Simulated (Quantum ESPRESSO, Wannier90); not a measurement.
Tight-binding from DFT: Ta (bcc (W type))

```xyz
1
Lattice="-1.6549 1.6549 1.6549 1.6549 -1.6549 1.6549 1.6549 1.6549 -1.6549" Properties=species:S:1:pos:R:3 pbc="T T T"
Ta     0.0000     0.0000     0.0000
```

Materials Project entry mp-50; symmetrised, unrelaxed at this level. This is the element's usual structure. Level: PBEsol, no spin polarisation, no spin-orbit coupling; pw.x of Quantum ESPRESSO at 47 Ry with PseudoDojo potentials, 10×10×10 k-points, Wannier90. Density: 18×18×18 mesh, cold smearing 0.01 Ry. Spin-orbit coupling is left out although heavy elements are present.

A tight-binding model is made by disentanglement and projection with no localisation steps (num_iter = 0), so the 9 orbitals stay atom-like: hydrogen-like Ta: s;p;d, axes along x, y, z; frozen window up to 1.50 eV relative to the Fermi level. It follows pw.x to 4.9 meV rms for states up to 1.0 eV relative to the Fermi level. Matrix elements depend on this choice of orbitals and windows.

Question: What are the on-site energies relative to the Fermi level, and how fast do the hoppings decay?

Answer: 
```csv
atom,orbitals,energy (eV)
Ta1,s,6.26
Ta1,pz px py,13.60
Ta1,dz2 dx2-y2,2.36
Ta1,dxz dyz dxy,2.90
```

```tsv
distance of the centres (Å)	largest modulus (eV)
2–3	1.2
3–4	2.5
4–5	0.089
5–6	0.34
6–7	0.12
7–8	0.039
8–9	0.030
9–10	0.024
10–11	0.011
```
